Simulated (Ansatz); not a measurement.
**YS: input, output and frames of a trajectory**

The calculation used DFT PBEsol, scalar-relativistic, plane waves, PAW in Ansatz. Cutoff 420 eV, shifted (0.5, 0.5, 0.5 steps) 2×2×2 k-points, Fermi–Dirac smearing of 0.05 eV. The mesh is coarse. No spin polarisation.

16 atoms, starting at 1.01 times the perfect crystal's volume (space group Fm-3m, the cell as given, not relaxed at this level); constant energy, velocities drawn at 450 K, fixed cell; 44 steps of 6 fs. The run is short and not equilibrated. The time step is on the long side.

The calculation finished and met its thresholds.

Time: 3.6 min on 4 threads of Arm Neoverse N1 (shared host), peak memory 0.87 GiB.

Command:
```bash
ansatz run input.yaml --threads 4 --pin off --max-ram 5120MiB --backend cpu --events-out ev --progress --plain --runs-dir out
```

Input:
```yaml
crystal:
  lattice:
    - [-5.5055303665, -5.5055303665, 0.0]
    - [-5.5055303665, 0.0, -5.5055303665]
    - [0.0, -5.5055303665, -5.5055303665]
  atoms:
    - { symbol: "Y", position: [0.25, 0.25, 0.25] }
    - { symbol: "Y", position: [0.75, 0.25, 0.25] }
    - { symbol: "Y", position: [0.25, 0.75, 0.25] }
    - { symbol: "Y", position: [0.75, 0.75, 0.25] }
    - { symbol: "Y", position: [0.25, 0.25, 0.75] }
    - { symbol: "Y", position: [0.75, 0.25, 0.75] }
    - { symbol: "Y", position: [0.25, 0.75, 0.75] }
    - { symbol: "Y", position: [0.75, 0.75, 0.75] }
    - { symbol: S, position: [0.5, 0.5, 0.5] }
    - { symbol: S, position: [0.0, 0.5, 0.5] }
    - { symbol: S, position: [0.5, 0.0, 0.5] }
    - { symbol: S, position: [0.0, 0.0, 0.5] }
    - { symbol: S, position: [0.5, 0.5, 0.0] }
    - { symbol: S, position: [0.0, 0.5, 0.0] }
    - { symbol: S, position: [0.5, 0.0, 0.0] }
    - { symbol: S, position: [0.0, 0.0, 0.0] }
basis:
  ecutwfc: 420
kpoints:
  mp_grid: { grid: [2, 2, 2], shift: [0.5, 0.5, 0.5] }
hamiltonian:
  xc: pbesol
scf:
  occupations: { method: fermi_dirac, width: 0.05 }
  lower_state_search: "off"
  convergence: { dr2_threshold: 1.0e-07 }
output:
  forces: true
  stress: true
md:
  timestep: 6.0
  n_steps: 44
  ensemble: nve
  temperature: 450.0
  initial_velocities: maxwell_boltzmann
  seed: 59020
```

Output (its end):
```
...
  k-point 2: bands = ["-31.0823", "-31.0776", "-31.0693", "-31.0657", "-31.0600", "-31.0087", "-30.9694", "-30.9500", "-11.3727", "-11.3686", "-11.3557", "-11.3255", "-11.3204", "-11.3159", "-11.2984", "-11.2496", "-11.2343", "-11.2206", "-11.2016", "-11.1691", "-11.1617", "-11.1420", "-11.1308", "-11.1196", "-11.1169", "-11.1004", "-11.0774", "-11.0636", "-11.0581", "-11.0459", "-11.0291", "-11.0239", "-2.3516", "-2.1083", "-2.0517", "-1.9442", "-1.9427", "-1.8673", "-1.8612", "-1.7841", "5.7911", "5.8517", "5.8839", "6.1073", "6.1413", "6.3837", "6.4226", "6.6715", "6.9364", "6.9584", "6.9929", "7.0895", "7.1297", "7.1807", "7.2638", "7.3149", "7.3371", "7.3762", "7.4042", "7.6430", "7.7070", "7.8934", "7.9599", "8.1206", "10.8817", "11.5673", "11.9796", "12.0458", "12.3068", "12.3731", "12.7360", "13.0332", "13.1415", "13.3815", "13.4420", "13.9918", "14.0721", "14.1021", "14.1816", "14.2357", "14.3037", "14.3743", "14.4534", "14.5796"]
  k-point 3: bands = ["-31.0839", "-31.0728", "-31.0706", "-31.0690", "-31.0586", "-31.0079", "-30.9709", "-30.9491", "-11.3796", "-11.3756", "-11.3603", "-11.3314", "-11.3199", "-11.3065", "-11.2863", "-11.2446", "-11.2275", "-11.2176", "-11.1988", "-11.1678", "-11.1592", "-11.1399", "-11.1344", "-11.1180", "-11.1113", "-11.1077", "-11.0879", "-11.0824", "-11.0722", "-11.0492", "-11.0311", "-10.9927", "-2.3493", "-2.1096", "-2.0524", "-1.9590", "-1.9270", "-1.8896", "-1.8414", "-1.7836", "5.7929", "5.8395", "5.8915", "6.0885", "6.1386", "6.4046", "6.4482", "6.6715", "6.9080", "6.9268", "6.9988", "7.0640", "7.1505", "7.1795", "7.2596", "7.2748", "7.3239", "7.3928", "7.4710", "7.6660", "7.7074", "7.9174", "7.9497", "8.1133", "10.8743", "11.5520", "12.0108", "12.0359", "12.2727", "12.4069", "12.7000", "13.0504", "13.1916", "13.3753", "13.4321", "13.8895", "14.0428", "14.0926", "14.1976", "14.2490", "14.3140", "14.4115", "14.4582", "14.5794"]
--- MD trajectory: 44 steps, t = 0.0 → 264.0 fs ---
  final state: T = 291.9 K   F+E_penalty+E_count = -37473.36768656 eV   E_kin = 0.565970 eV
  conserved energy: peak-to-peak 1.035e-2 eV (6.471e-4 eV/atom) over 264.0 fs
```

Frames along the run (Å, eV/Å; dE is the potential energy from the first frame):

```xyz
16
Lattice="-5.506 -5.506 0.000 -5.506 0.000 -5.506 0.000 -5.506 -5.506" Properties=species:S:1:pos:R:3:forces:R:3 pbc="T T T" time_fs=0.00 dE_eV=0.0000 T_K=450
Y    -2.753   -2.753   -2.753    0.000    0.000    0.000
Y    -5.506   -5.506   -2.753    0.000    0.000    0.000
Y    -5.506   -2.753   -5.506    0.000    0.000    0.000
Y    -8.258   -5.506   -5.506    0.000    0.000    0.000
Y    -2.753   -5.506   -5.506    0.000    0.000    0.000
Y    -5.506   -8.258   -5.506    0.000    0.000    0.000
Y    -5.506   -5.506   -8.258    0.000    0.000    0.000
Y    -8.258   -8.258   -8.258    0.000    0.000    0.000
S    -5.506   -5.506   -5.506    0.000    0.000    0.000
S    -2.753   -2.753   -5.506    0.000    0.000    0.000
S    -2.753   -5.506   -2.753    0.000    0.000    0.000
S     0.000   -2.753   -2.753    0.000    0.000    0.000
S    -5.506   -2.753   -2.753    0.000    0.000    0.000
S    -2.753    0.000   -2.753    0.000    0.000    0.000
S    -2.753   -2.753    0.000    0.000    0.000    0.000
S     0.000    0.000    0.000    0.000    0.000    0.000
16
Lattice="-5.506 -5.506 0.000 -5.506 0.000 -5.506 0.000 -5.506 -5.506" Properties=species:S:1:pos:R:3:forces:R:3 pbc="T T T" time_fs=24.00 dE_eV=0.4679 T_K=213
Y    -2.772   -2.721   -2.823    0.003    0.172    0.335
Y    -5.494   -5.460   -2.756   -0.287   -0.280   -0.197
Y    -5.465   -2.760   -5.556    0.164    0.330    0.187
Y    -8.185   -5.480   -5.476   -0.570    0.225    0.175
Y    -2.735   -5.559   -5.521   -0.408    0.752    0.317
Y    -5.519   -8.296   -5.478   -0.010    0.521   -0.020
Y    -5.625   -5.512   -8.282    0.606   -0.048    0.063
Y    -8.206   -8.342   -8.186   -0.592    0.543    0.033
S    -5.533   -5.454   -5.442    0.496   -0.458   -0.560
S    -2.732   -2.573   -5.487   -0.187   -1.411   -0.286
S    -2.803   -5.488   -2.722    0.110   -0.220   -0.208
S     0.008   -2.805   -2.785    0.045    0.385    0.216
S    -5.563   -2.748   -2.707    0.598    0.179   -0.387
S    -2.784    0.030   -2.694   -0.076   -0.471   -0.488
S    -2.691   -2.787    0.027   -0.343    0.260   -0.114
S    -0.044    0.042   -0.119    0.450   -0.480    0.934
16
Lattice="-5.506 -5.506 0.000 -5.506 0.000 -5.506 0.000 -5.506 -5.506" Properties=species:S:1:pos:R:3:forces:R:3 pbc="T T T" time_fs=42.00 dE_eV=0.5485 T_K=171
Y    -2.786   -2.692   -2.864    0.151   -0.005    0.400
Y    -5.496   -5.437   -2.765   -0.460   -0.324   -0.126
Y    -5.428   -2.753   -5.587    0.085    0.188    0.296
Y    -8.151   -5.454   -5.447   -0.620   -0.239    0.103
Y    -2.736   -5.570   -5.521   -0.357    0.941    0.204
Y    -5.530   -8.305   -5.459   -0.119    0.546   -0.154
Y    -5.692   -5.519   -8.298    0.981    0.057    0.109
Y    -8.189   -8.386   -8.130   -0.650    0.592   -0.208
S    -5.505   -5.462   -5.451    0.365   -0.385   -0.565
S    -2.735   -2.578   -5.501   -0.069   -1.230   -0.141
S    -2.829   -5.497   -2.719    0.109   -0.172   -0.144
S     0.018   -2.806   -2.788    0.002    0.374    0.245
S    -5.547   -2.728   -2.711    0.480    0.060   -0.367
S    -2.814    0.007   -2.698    0.031   -0.325   -0.407
S    -2.680   -2.786    0.036   -0.330    0.306   -0.104
S    -0.031    0.027   -0.115    0.402   -0.386    0.860
16
Lattice="-5.506 -5.506 0.000 -5.506 0.000 -5.506 0.000 -5.506 -5.506" Properties=species:S:1:pos:R:3:forces:R:3 pbc="T T T" time_fs=66.00 dE_eV=0.4304 T_K=230
Y    -2.794   -2.656   -2.898    0.546   -0.575    0.239
Y    -5.524   -5.423   -2.782   -0.432   -0.338    0.082
Y    -5.376   -2.738   -5.611   -0.183   -0.373    0.469
Y    -8.137   -5.437   -5.406   -0.280   -1.013   -0.346
Y    -2.754   -5.535   -5.513    0.100    0.729   -0.224
Y    -5.552   -8.290   -5.442   -0.239    0.216   -0.288
Y    -5.727   -5.524   -8.312    1.143    0.224    0.321
Y    -8.198   -8.414   -8.072   -0.250    0.340   -0.863
S    -5.426   -5.522   -5.538   -0.402    0.098    0.026
S    -2.742   -2.748   -5.528    0.278    0.146    0.529
S    -2.849   -5.532   -2.733    0.057    0.005    0.077
S     0.029   -2.756   -2.760   -0.111    0.069   -0.046
S    -5.469   -2.697   -2.766   -0.361   -0.265   -0.009
S    -2.847   -0.058   -2.752    0.215    0.508    0.289
S    -2.710   -2.746    0.032   -0.048   -0.040   -0.070
S     0.039   -0.041    0.001   -0.035    0.270   -0.185
16
Lattice="-5.506 -5.506 0.000 -5.506 0.000 -5.506 0.000 -5.506 -5.506" Properties=species:S:1:pos:R:3:forces:R:3 pbc="T T T" time_fs=90.00 dE_eV=0.5871 T_K=152
Y    -2.770   -2.653   -2.914    0.503   -0.580    0.583
Y    -5.576   -5.430   -2.796   -0.054   -0.294    0.069
Y    -5.335   -2.744   -5.606   -0.302   -0.613    0.492
Y    -8.141   -5.479   -5.386   -0.086   -1.001   -0.631
Y    -2.767   -5.460   -5.517    0.313   -0.427   -0.292
Y    -5.586   -8.261   -5.442    0.083   -0.058   -0.296
Y    -5.693   -5.516   -8.306    0.855    0.174    0.460
Y    -8.223   -8.418   -8.063   -0.014    0.468   -0.742
S    -5.409   -5.566   -5.620   -0.601    0.491    0.660
S    -2.711   -2.891   -5.482    0.015    1.542   -0.007
S    -2.857   -5.566   -2.737    0.126    0.209    0.124
S     0.023   -2.694   -2.739   -0.122   -0.287   -0.248
S    -5.445   -2.707   -2.823   -0.626   -0.209    0.298
S    -2.846   -0.050   -2.764    0.172    0.378    0.509
S    -2.748   -2.711    0.016    0.195   -0.346   -0.017
S     0.104   -0.067    0.090   -0.455    0.552   -0.962
16
Lattice="-5.506 -5.506 0.000 -5.506 0.000 -5.506 0.000 -5.506 -5.506" Properties=species:S:1:pos:R:3:forces:R:3 pbc="T T T" time_fs=108.00 dE_eV=0.2932 T_K=301
Y    -2.732   -2.675   -2.904    0.017   -0.211    0.858
Y    -5.619   -5.448   -2.803    0.308   -0.195    0.092
Y    -5.316   -2.772   -5.583   -0.297   -0.272    0.274
Y    -8.149   -5.552   -5.395   -0.250   -0.615   -0.373
Y    -2.765   -5.415   -5.532    0.133   -0.545   -0.009
Y    -5.609   -8.241   -5.455    0.433   -0.072   -0.281
Y    -5.632   -5.502   -8.284    0.579    0.055    0.131
Y    -8.244   -8.403   -8.087   -0.075    0.721   -0.255
S    -5.459   -5.549   -5.615   -0.097    0.430    0.712
S    -2.684   -2.845   -5.442   -0.445    1.136   -0.719
S    -2.850   -5.570   -2.726    0.177    0.292   -0.010
S     0.006   -2.676   -2.748    0.028   -0.442   -0.092
S    -5.493   -2.737   -2.836   -0.182    0.075    0.347
S    -2.825    0.000   -2.719   -0.028   -0.330   -0.045
S    -2.758   -2.720    0.002    0.218   -0.260    0.041
S     0.105   -0.029    0.058   -0.518    0.233   -0.669
16
Lattice="-5.506 -5.506 0.000 -5.506 0.000 -5.506 0.000 -5.506 -5.506" Properties=species:S:1:pos:R:3:forces:R:3 pbc="T T T" time_fs=132.00 dE_eV=0.1626 T_K=367
Y    -2.683   -2.714   -2.849   -0.542    0.030    0.134
Y    -5.659   -5.481   -2.807    0.610   -0.040    0.170
Y    -5.308   -2.820   -5.539   -0.533    0.507   -0.076
Y    -8.176   -5.671   -5.425   -0.522    1.282    0.044
Y    -2.757   -5.378   -5.548   -0.133    0.174    0.428
Y    -5.618   -8.216   -5.486    0.343    0.107   -0.151
Y    -5.520   -5.482   -8.249    0.025   -0.093   -0.159
Y    -8.277   -8.344   -8.133   -0.244    0.425   -0.073
S    -5.533   -5.473   -5.515    0.495   -0.285   -0.090
S    -2.709   -2.661   -5.484   -0.204   -1.616   -0.195
S    -2.815   -5.534   -2.717    0.118    0.141   -0.178
S    -0.009   -2.715   -2.770    0.260   -0.221    0.156
S    -5.575   -2.764   -2.803    0.487    0.296    0.172
S    -2.804    0.016   -2.676   -0.139   -0.449   -0.643
S    -2.741   -2.766   -0.010    0.065    0.093    0.084
S     0.037    0.048   -0.068   -0.084   -0.352    0.378
16
Lattice="-5.506 -5.506 0.000 -5.506 0.000 -5.506 0.000 -5.506 -5.506" Properties=species:S:1:pos:R:3:forces:R:3 pbc="T T T" time_fs=156.00 dE_eV=0.3436 T_K=275
Y    -2.665   -2.753   -2.786   -0.548    0.176   -0.653
Y    -5.662   -5.517   -2.800    0.579    0.027    0.196
Y    -5.334   -2.839   -5.499   -0.674    0.762   -0.239
Y    -8.231   -5.720   -5.455   -0.225    1.377    0.061
Y    -2.757   -5.336   -5.543   -0.313   -0.315    0.082
Y    -5.607   -8.186   -5.525   -0.043    0.032    0.244
Y    -5.409   -5.468   -8.222   -0.737   -0.312   -0.151
Y    -8.323   -8.262   -8.185    0.102   -0.275   -0.100
S    -5.533   -5.442   -5.429    0.268   -0.672   -0.788
S    -2.763   -2.709   -5.557    0.533   -1.003    0.652
S    -2.760   -5.477   -2.734   -0.037   -0.247   -0.091
S     0.013   -2.787   -2.769   -0.008    0.370    0.080
S    -5.582   -2.746   -2.744    0.502    0.054   -0.192
S    -2.799   -0.033   -2.728    0.265    0.236   -0.167
S    -2.714   -2.799   -0.008   -0.131    0.240    0.101
S    -0.044    0.071   -0.134    0.467   -0.451    0.964
16
Lattice="-5.506 -5.506 0.000 -5.506 0.000 -5.506 0.000 -5.506 -5.506" Properties=species:S:1:pos:R:3:forces:R:3 pbc="T T T" time_fs=174.00 dE_eV=0.4307 T_K=231
Y    -2.674   -2.774   -2.761   -0.283    0.322   -0.751
Y    -5.640   -5.543   -2.788    0.595    0.110    0.143
Y    -5.379   -2.824   -5.478   -0.212    0.334   -0.264
Y    -8.283   -5.699   -5.474    0.200    0.107   -0.100
Y    -2.768   -5.318   -5.534   -0.184   -1.683   -0.277
Y    -5.598   -8.162   -5.546   -0.065   -0.339    0.506
Y    -5.352   -5.470   -8.208   -0.981   -0.347   -0.188
Y    -8.354   -8.208   -8.227    0.570   -0.552    0.259
S    -5.500   -5.488   -5.444   -0.129   -0.102   -0.522
S    -2.754   -2.864   -5.550    0.281    1.840    0.501
S    -2.722   -5.458   -2.758   -0.138   -0.402    0.081
S     0.031   -2.806   -2.759   -0.370    0.517   -0.040
S    -5.531   -2.724   -2.717    0.135   -0.228   -0.364
S    -2.771   -0.052   -2.792    0.344    0.476    0.350
S    -2.705   -2.798    0.004   -0.236    0.160    0.036
S    -0.059    0.039   -0.084    0.472   -0.214    0.632
16
Lattice="-5.506 -5.506 0.000 -5.506 0.000 -5.506 0.000 -5.506 -5.506" Properties=species:S:1:pos:R:3:forces:R:3 pbc="T T T" time_fs=198.00 dE_eV=0.3586 T_K=266
Y    -2.699   -2.785   -2.767    0.088    0.412   -0.360
Y    -5.577   -5.570   -2.764    0.639    0.352    0.035
Y    -5.447   -2.788   -5.464    0.482   -0.297   -0.344
Y    -8.338   -5.662   -5.505    0.768    0.084    0.020
Y    -2.791   -5.377   -5.537    0.202   -0.686   -0.312
Y    -5.589   -8.151   -5.548    0.142   -0.747    0.496
Y    -5.327   -5.488   -8.200   -0.677   -0.041   -0.245
Y    -8.365   -8.167   -8.266    0.636   -0.746    0.770
S    -5.480   -5.552   -5.527   -0.448    0.698    0.332
S    -2.714   -2.826   -5.479   -0.475    0.814   -0.312
S    -2.692   -5.486   -2.777   -0.179   -0.063    0.160
S     0.004   -2.765   -2.751   -0.223   -0.015   -0.051
S    -5.450   -2.729   -2.730   -0.382   -0.292   -0.112
S    -2.694   -0.011   -2.824   -0.207    0.233    0.463
S    -2.730   -2.774    0.022   -0.225    0.029   -0.192
S    -0.019   -0.029    0.064   -0.143    0.267   -0.348
16
Lattice="-5.506 -5.506 0.000 -5.506 0.000 -5.506 0.000 -5.506 -5.506" Properties=species:S:1:pos:R:3:forces:R:3 pbc="T T T" time_fs=222.00 dE_eV=0.4313 T_K=232
Y    -2.721   -2.772   -2.795    0.149    0.246    0.124
Y    -5.478   -5.576   -2.737    0.200    0.389    0.005
Y    -5.489   -2.768   -5.473    0.398   -0.269   -0.419
Y    -8.348   -5.615   -5.534    0.760    0.948    0.237
Y    -2.803   -5.481   -5.556    0.205    0.591    0.144
Y    -5.572   -8.182   -5.519    0.044   -0.365    0.295
Y    -5.345   -5.510   -8.207   -0.475    0.213   -0.047
Y    -8.339   -8.172   -8.261    0.158   -0.557    0.609
S    -5.529   -5.514   -5.562   -0.161    0.245    0.599
S    -2.742   -2.656   -5.455   -0.331   -1.379   -0.613
S    -2.691   -5.524   -2.772   -0.042    0.373   -0.038
S    -0.056   -2.725   -2.750    0.349   -0.491    0.039
S    -5.430   -2.779   -2.761   -0.517    0.054    0.232
S    -2.645    0.066   -2.784   -0.376   -0.265    0.008
S    -2.789   -2.747    0.010    0.079   -0.184   -0.192
S     0.001   -0.055    0.155   -0.440    0.450   -0.982
16
Lattice="-5.506 -5.506 0.000 -5.506 0.000 -5.506 0.000 -5.506 -5.506" Properties=species:S:1:pos:R:3:forces:R:3 pbc="T T T" time_fs=240.00 dE_eV=0.3051 T_K=295
Y    -2.731   -2.751   -2.813    0.045    0.092    0.107
Y    -5.394   -5.566   -2.717   -0.366    0.061   -0.029
Y    -5.504   -2.764   -5.496    0.048    0.118   -0.350
Y    -8.325   -5.547   -5.547    0.291    0.556    0.261
Y    -2.804   -5.540   -5.567   -0.022    0.721    0.449
Y    -5.557   -8.223   -5.484   -0.266    0.003    0.128
Y    -5.380   -5.518   -8.214   -0.549    0.235   -0.001
Y    -8.311   -8.198   -8.232   -0.200   -0.107    0.111
S    -5.586   -5.452   -5.525    0.328   -0.391    0.315
S    -2.802   -2.654   -5.502    0.211   -1.034   -0.129
S    -2.695   -5.516   -2.770    0.171    0.280   -0.140
S    -0.069   -2.744   -2.746    0.499   -0.285    0.064
S    -5.471   -2.814   -2.764   -0.234    0.299    0.217
S    -2.649    0.100   -2.748   -0.177   -0.557   -0.295
S    -2.828   -2.744   -0.020    0.333   -0.210    0.017
S    -0.029   -0.026    0.122   -0.111    0.217   -0.725
16
Lattice="-5.506 -5.506 0.000 -5.506 0.000 -5.506 0.000 -5.506 -5.506" Properties=species:S:1:pos:R:3:forces:R:3 pbc="T T T" time_fs=264.00 dE_eV=0.3117 T_K=292
Y    -2.741   -2.720   -2.832    0.185   -0.269    0.035
Y    -5.303   -5.551   -2.693   -0.761   -0.439   -0.255
Y    -5.523   -2.750   -5.545   -0.243    0.440   -0.180
Y    -8.282   -5.432   -5.551   -0.329   -0.529    0.018
Y    -2.807   -5.581   -5.557   -0.115    0.372    0.517
Y    -5.552   -8.276   -5.431   -0.295    0.187    0.023
Y    -5.455   -5.516   -8.226   -0.452    0.264   -0.190
Y    -8.286   -8.236   -8.190   -0.505    0.355   -0.653
S    -5.608   -5.431   -5.434    0.624   -0.601   -0.194
S    -2.845   -2.786   -5.569    0.570    0.226    0.680
S    -2.676   -5.470   -2.786    0.181   -0.118   -0.004
S    -0.017   -2.802   -2.733    0.139    0.304   -0.040
S    -5.553   -2.817   -2.738    0.326    0.281   -0.007
S    -2.680    0.064   -2.743   -0.009   -0.383   -0.310
S    -2.831   -2.765   -0.055    0.296    0.212    0.239
S    -0.078    0.036   -0.015    0.387   -0.302    0.320
```